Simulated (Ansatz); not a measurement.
## Magnetic orders of MoSe

All numbers below come from DFT r2SCAN+U, scalar-relativistic, plane waves, PAW (Ansatz 0.2.0).

```
CELL_PARAMETERS angstrom
0.00000 3.11083 3.11083
3.11083 0.00000 3.11083
3.11083 3.11083 0.00000
ATOMIC_POSITIONS crystal
Mo 0.00000 0.00000 0.00000
Se 0.25000 0.25000 0.25000
```

The plane-wave cutoff is 500 eV and the Γ-centred k-mesh is 12×12×12. The occupation rule is Gaussian smearing, 0.1 eV and the U_eff on Löwdin-orthogonalised atomic d orbitals is Mo 4.38 eV. The list of starting moments (μB, in atom order) is 2 0 and the check for lower electronic states after the SCF is on.

Each order was relaxed in cell and atoms. A propagation vector, in units of the reciprocal vectors, doubles the cell, which takes an equally dense mesh. r2SCAN tends to overstate moments in metals. Site moments are spin moments in atom-centred spheres that scale with the neighbour distance. The states are those that the runs reached from these starts; a lower one can exist.

Question: Starts tried: no spin; ferromagnetic; antiferromagnetic, doubled cell, propagation vector (0, 0, 1/2). Which state comes out lowest, and what are the moments?

Answer: The lowest state is ferromagnetic, reached from the start “ferromagnetic”, with site moments (μB) Mo +3.24, Se -0.31.

```tsv
start	ends	energy above lowest (meV/atom)	site moments (μB)	gap on mesh (eV)	volume (Å³/atom)
no spin	non-magnetic	921	none over 0.05	1.30	26.98
ferromagnetic	ferromagnetic	0.00	Mo +3.24, Se -0.31	metal	30.10
antiferromagnetic, doubled cell, propagation vector (0, 0, 1/2)	antiferromagnetic	72.1	Mo +3.12, Se -0.26, Mo -3.12, Se +0.26	metal	29.93
```